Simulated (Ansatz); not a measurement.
These are results of DFT PBE, scalar-relativistic, plane waves, PAW (Ansatz 0.2.0), not measurements. Settings: cutoff 420 eV, Γ-centred meshes spaced at most about 0.3 Å⁻¹, and about 0.25 Å⁻¹ or finer for metals (2π included), Gaussian smearing. Collinear spin in cells that started with moments and kept them past the coarse steps, no spin elsewhere.

These are static total energies at zero pressure.

Two forms of Ni3O were relaxed alike.

A. (no spin)

```yaml
crystal:
  lattice:
    - [3.73813, 0.00000, 0.00000]
    - [0.00000, 3.73813, 0.00000]
    - [0.00000, 0.00000, 3.73813]
  atoms:
    - { symbol: Ni, position: [0.50000, 0.00000, 0.00000] }
    - { symbol: Ni, position: [0.00000, 0.50000, 0.00000] }
    - { symbol: Ni, position: [0.00000, 0.00000, 0.50000] }
    - { symbol: O, position: [0.00000, 0.00000, 0.00000] }
```

B. (site moments Ni 0.7 (×3) μB)

```yaml
crystal:
  lattice:
    - [-2.24906, 2.24906, 2.24906]
    - [2.24906, -2.24906, 2.24906]
    - [2.24906, 2.24906, -2.24906]
  atoms:
    - { symbol: Ni, position: [0.00000, 0.50000, 0.50000] }
    - { symbol: Ni, position: [0.50000, 0.00000, 0.50000] }
    - { symbol: Ni, position: [0.50000, 0.50000, 0.00000] }
    - { symbol: O, position: [0.00000, 0.00000, 0.00000] }
```

Question: Which form is favoured at zero pressure, and by what margin per atom?

Answer: A is lower, by 0.35 eV/atom. A has the anti-ReO3 type, space group Pm-3m (No. 221), 13.1 Å³/atom and no gap on its mesh; B has space group Im-3m (No. 229), 11.4 Å³/atom and no gap. Counting Ni atoms around O (those within 1.25 times the shortest such distance or 1.15 times the sum of covalent radii, 1.27 where that leaves under three; the shortest distance is added where it exceeds 1.18 times the sum of covalent radii), A has O 6 and B has O 6 from 2.2 Å. Their magnetic states differ too. The lower one is the more open, so pressure narrows the difference. Even the lower one lies +0.19 eV/atom against the reference forms of the elements (uncorrected), so neither is stable at this level. Both come from invented guesses. A third cell relaxed alike, in P6_3/mmc, lies 0.32 eV/atom below the lower of the two.

No Hubbard U is applied to the 3d shell of Ni. Another magnetic order may lie lower. Trial moments died out on the coarse mesh in Pm-3m; another magnetic start might hold. Cells relaxed within their symmetry can be saddle points.
